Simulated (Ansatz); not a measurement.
Problem. Write an Ansatz input for a single-point calculation of GdBi with PBEsol (scalar-relativistic), a cutoff of 420 eV (density cutoff 4 times that), a Γ-centred 8×8×8 mesh and Gaussian smearing of 0.05 eV, with collinear spin, starting moments 7.00, 0.00 μB on the atoms in order. Forces, stress and eigenvalues are wanted, and also Löwdin populations. The structure:
```
CELL_PARAMETERS angstrom
3.7953020612 0.0000000000 0.0000000000
0.0000000000 3.7953020612 0.0000000000
0.0000000000 0.0000000000 3.7953020612
ATOMIC_POSITIONS crystal
Gd 0.0000000000 0.0000000000 0.0000000000
Bi 0.5000000000 0.5000000000 0.5000000000
```

Solution. 
```yaml
crystal:
  lattice:
    - [3.7953020612, 0.0, 0.0]
    - [0.0, 3.7953020612, 0.0]
    - [0.0, 0.0, 3.7953020612]
  atoms:
    - { symbol: Gd, position: [0.0, 0.0, 0.0], spin: 7.0 }
    - { symbol: Bi, position: [0.5, 0.5, 0.5] }
basis:
  ecutwfc: 420
  ecutrho_ratio: 4
kpoints:
  mp_grid: { grid: [8, 8, 8] }
hamiltonian:
  xc: pbesol
scf:
  occupations: { method: gaussian, width: 0.05 }
output:
  forces: true
  stress: true
  eigenvalues: true
  populations: true
magnetization:
  spin_polarized: true
```

Run as written, it has 33 valence electrons, 1045 plane waves at Γ, 48 symmetry operations and 35 irreducible k-points; it took 13 SCF iterations in all. It took of the order of 19 core-seconds on a shared host.

This is a trial structure: such lanthanide and actinide compounds mostly take the rock-salt structure.
